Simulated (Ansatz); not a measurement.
## Structure relaxation of Re

Level of theory: Ansatz, DFT PBEsol, scalar-relativistic, plane waves, PAW. Cutoff 420 eV, Γ-centred k mesh, Gaussian smearing, no spin polarisation in the final step.

The start is a database structure of Re, space group P6_3/mmc (No. 194).

```xyz
4
Lattice="2.7664 0.0000 0.0000 -1.3832 2.3958 0.0000 0.0000 0.0000 8.9388" Properties=species:S:1:pos:R:3 pbc="T T T"
Re    0.0000    0.0000    0.0000
Re    0.0000    1.5972    2.2347
Re    0.0000    0.0000    4.4694
Re    1.3832    0.7986    6.7041
```

Steps on the 9×9×2 mesh (4 atoms). 4 of 5 steps are shown, and the free energy counts from the last. Trial steps that were taken back and renewals of the plane-wave basis can be among the rows.

| step | ΔF (meV/atom) | V (Å³/atom) | P (GPa) |
| --- | --- | --- | --- |
| 1 | 5.1 | 14.81 | -6.38 |
| 2 | 38.5 | 13.91 | 20.06 |
| 3 | -0.2 | 14.58 | -0.52 |
| 5 | 0.0 | 14.56 | 0.01 |

A final relaxation ran on a 21×21×6 mesh. The relaxed crystal, P6_3/mmc (No. 194):

```
Re
1.0
     2.75239    0.00000    0.00000
    -1.37619    2.38364    0.00000
     0.00000    0.00000    8.86678
Re
4
Direct
  0.00000 0.00000 0.00000
  0.33333 0.66667 0.25000
  0.00000 0.00000 0.50000
  0.66667 0.33333 0.75000
```

| Property | Result |
| --- | --- |
| Volume per atom | 14.54 Å³ |
| Density | 21.26 g/cm³ |
| Gap on the 21×21×6 mesh | 0 eV (a metal) |

The final run used a 21×21×6 mesh on its 4-atom cell and 0.10 eV smearing. Spin–orbit coupling is left out.

A structure relaxed within its symmetry needn't be a true minimum.